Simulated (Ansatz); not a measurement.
Band table of Pd (fcc type)

```
CELL_PARAMETERS angstrom
0.00000 1.48526 1.48526
1.48526 0.00000 1.48526
1.48526 1.48526 0.00000
ATOMIC_POSITIONS crystal
Pd 0.00000 0.00000 0.00000
```

The base cell comes from a relaxation on PAW files under the same functional, and the cell shown is scaled from it.

Level of theory: DFT with PBEsol, scalar-relativistic, in Ansatz 0.2.0; a Γ-centred 19×19×19 k mesh, Fermi–Dirac smearing of 0.05 eV, no spin polarisation. LAPW: all electrons, basis error target 1 meV/atom.

This run: volume at 0.45 of the series' base cell.

The structure type is held throughout; the real material can change phase at far lower pressure.

Path points, in fractions of the reciprocal vectors: Γ (0.000, 0.000, 0.000), X (0.500, 0.000, 0.500), U (0.625, 0.250, 0.625), K (0.375, 0.375, 0.750), L (0.500, 0.500, 0.500), W (0.500, 0.250, 0.750). The distance column jumps between branches of the path. Levels in eV from the Fermi level; bands 14 to 19, counted from the lowest band of the run. The gap is zero, the pressure 1229 GPa.

```
# k(1/Å) point b14 b15 b16 b17 b18 b19
0.000 Γ -14.25 -10.17 -10.17 -10.17 -4.46 -4.46
0.264 - -13.80 -10.60 -9.87 -9.87 -4.98 -4.32
0.529 - -12.69 -11.71 -9.00 -9.00 -6.16 -3.92
0.793 - -13.11 -12.07 -7.60 -7.60 -6.58 -3.30
1.058 - -14.50 -13.26 -5.77 -5.77 -4.67 -2.50
1.322 - -15.71 -15.07 -3.63 -3.63 -1.64 -1.53
1.586 - -16.64 -16.63 -1.41 -1.41 -0.84 1.82
1.851 - -17.66 -17.20 -0.26 0.47 0.47 4.58
2.115 X -18.01 -17.39 -0.04 1.26 1.26 5.71
2.209 - -17.96 -17.34 -0.14 0.91 1.23 6.10
2.302 - -17.84 -17.15 -0.41 0.08 1.12 7.02
2.396 - -17.67 -16.82 -0.93 -0.82 0.95 8.19
2.489 - -17.46 -16.33 -1.99 -1.35 0.71 9.48
2.583 - -17.23 -15.71 -3.06 -1.95 0.41 10.83
2.676 - -16.96 -14.98 -4.09 -2.60 0.05 12.21
2.770 - -16.65 -14.18 -5.09 -3.25 -0.36 13.23
2.863 U -16.31 -13.33 -6.04 -3.90 -0.81 12.47
4.158 K -16.31 -13.33 -6.04 -3.90 -0.81 12.47
4.439 - -15.08 -10.88 -8.53 -5.64 -2.35 10.48
4.719 - -13.62 -10.41 -9.27 -6.88 -4.04 8.45
5.000 - -12.13 -11.60 -8.86 -7.47 -5.70 5.21
5.280 - -12.08 -11.15 -8.97 -7.41 -7.21 1.17
5.560 - -11.90 -11.52 -8.71 -8.46 -6.77 -2.37
5.841 - -12.63 -11.25 -9.40 -9.03 -5.79 -4.18
6.121 - -13.76 -10.51 -9.98 -9.84 -4.85 -4.48
6.402 Γ -14.25 -10.17 -10.17 -10.17 -4.46 -4.46
6.631 - -13.92 -10.36 -10.02 -10.02 -4.60 -4.60
6.860 - -13.24 -10.55 -9.63 -9.63 -4.89 -4.89
7.089 - -13.27 -9.57 -9.28 -9.28 -4.94 -4.94
7.318 - -14.00 -9.33 -9.33 -7.42 -4.31 -4.31
7.547 - -14.78 -9.70 -9.70 -4.84 -3.08 -3.08
7.776 - -15.40 -10.14 -10.14 -2.30 -1.65 -1.65
8.005 - -15.80 -10.45 -10.45 -0.48 -0.48 -0.34
8.234 L -15.93 -10.56 -10.56 -0.03 -0.03 0.40
8.421 - -15.72 -10.80 -10.36 -1.95 -0.09 2.43
8.607 - -15.13 -11.44 -9.75 -3.96 -0.27 4.75
8.794 - -14.31 -12.26 -8.73 -5.83 -0.53 7.13
8.981 - -13.41 -13.08 -7.50 -7.43 -0.77 9.49
9.168 - -13.77 -12.53 -8.91 -6.20 -0.72 11.75
9.355 - -14.25 -11.75 -10.01 -5.56 -0.08 13.82
9.542 - -14.53 -11.17 -10.70 -5.49 0.85 15.51
9.729 W -14.62 -10.95 -10.95 -5.54 1.28 16.27
9.861 - -14.81 -12.34 -9.44 -5.28 1.28 15.35
9.994 - -15.30 -13.60 -7.83 -4.58 1.28 14.17
10.126 - -15.94 -14.71 -6.15 -3.62 1.28 12.76
10.258 - -16.60 -15.65 -4.42 -2.57 1.27 11.20
10.390 - -17.18 -16.40 -2.67 -1.58 1.27 9.55
10.522 - -17.63 -16.95 -0.96 -0.76 1.27 7.90
10.655 - -17.92 -17.28 -0.23 0.54 1.26 6.43
10.787 X -18.01 -17.39 -0.04 1.26 1.26 5.71
```
